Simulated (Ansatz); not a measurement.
Consider the following.

LiMnO$_{2}$:
```
CELL_PARAMETERS angstrom
      5.33769     0.00000     0.00000
      0.00000     5.68266     0.00000
     -2.46841     0.00000     4.73188
ATOMIC_POSITIONS crystal
  Li 0.00000 0.61897 0.75000
  Li 0.00000 0.38103 0.25000
  Mn 0.00000 0.13327 0.75000
  Mn 0.00000 0.86673 0.25000
  O  0.75000 0.64232 0.00000
  O  0.25000 0.35768 0.00000
  O  0.25000 0.89747 0.00000
  O  0.75000 0.10253 0.00000
  Li 0.50000 0.61897 0.25000
  Li 0.50000 0.38103 0.75000
  Mn 0.50000 0.13327 0.25000
  Mn 0.50000 0.86673 0.75000
  O  0.25000 0.64232 0.50000
  O  0.75000 0.35768 0.50000
  O  0.75000 0.89747 0.50000
  O  0.25000 0.10253 0.50000
```
The run is spin-polarised.

This is the PBEsol-relaxed structure. Tensor components refer to the Cartesian frame of this cell.

Q: All from PBEsol in the plane-wave PAW code Ansatz, unless another level is named. Estimate the net moment.

A: 0.00 μB per atom.

Q: Give the electronic dielectric constant ε∞ (DFPT).

A: 8.31 (xx), 4.48 (yy), 8.23 (zz).

Q: Predict the Born charges (a third of the trace).

A: Li +1.27, Mn +2.94, O -2.11 to -2.10 e.

Space group Pmmn. The workflow started from a Materials Project entry (that database holds measured and hypothetical structures alike); the Crystallography Open Database files this formula in space group No. 59, but the cells were not matched. Whether it is the stable phase at ambient conditions was not checked. The PBEsol relaxation kept the symmetry of its start, as lowered by the spin order; its stability against distortions is not shown here. Magnetic state: antiferromagnetic, chosen from 5 collinear starts compared on coarse meshes (ties went to the first, and starts can fall back to one state), not a proven ground state. No Hubbard U is applied.

Potentials: the later of the program's two PAW sets.
